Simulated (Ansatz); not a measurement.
Method: DFT PBE, scalar-relativistic, plane waves, PAW in Ansatz. All cells share a 420 eV cutoff and Γ-centred k meshes spaced at most about 0.3 Å⁻¹ (about 0.25 or finer for metals, 2π included). No spin polarisation in the final relaxations.

All energies are static (0 K, no zero-point motion).

Two forms of In2PtSe2 were relaxed alike.

A.

```
In Pt Se
1.0
    -1.86059    3.94825    4.43574
     1.86059   -3.94825    4.43574
     1.86059    3.94825   -4.43574
In Pt Se
2 1 2
Direct
  0.20504 0.20504 0.00000
  0.79496 0.79496 0.00000
  0.50000 0.00000 0.50000
  0.71503 0.50000 0.21503
  0.28497 0.50000 0.78497
```

B.

```
In Pt Se
1.0
     4.52963    0.00000    0.00000
     0.00000    4.52963    0.00000
     0.00000    0.00000    5.91418
In Pt Se
2 1 2
Direct
  0.50000 0.00000 0.61080
  0.00000 0.50000 0.61080
  0.00000 0.00000 0.87602
  0.50000 0.00000 0.14158
  0.00000 0.50000 0.14158
```

**Question.** Which form is favoured at zero pressure, and by what margin per atom?

**Answer.** A is lower, by 198 meV/atom. A has space group Immm (No. 71), 26.1 Å³/atom and no gap on its mesh; B has space group P4mm (No. 99), 24.3 Å³/atom and no gap. Counting Se atoms around In and Pt (those within 1.25 times the shortest such distance or 1.15 times the sum of covalent radii, 1.27 where that leaves under three; a plus sign parts nearer from farther groups; the shortest distance is added where it exceeds 1.18 times the sum of covalent radii), A has In 2+4 from 3.1 Å, Pt 4 and B has In 1+1, Pt 4. The lower one is the more open, so pressure narrows the difference. Both come from invented guesses.

Spin–orbit coupling, which can matter for Pt, is left out. Cells relaxed within their symmetry can be saddle points.
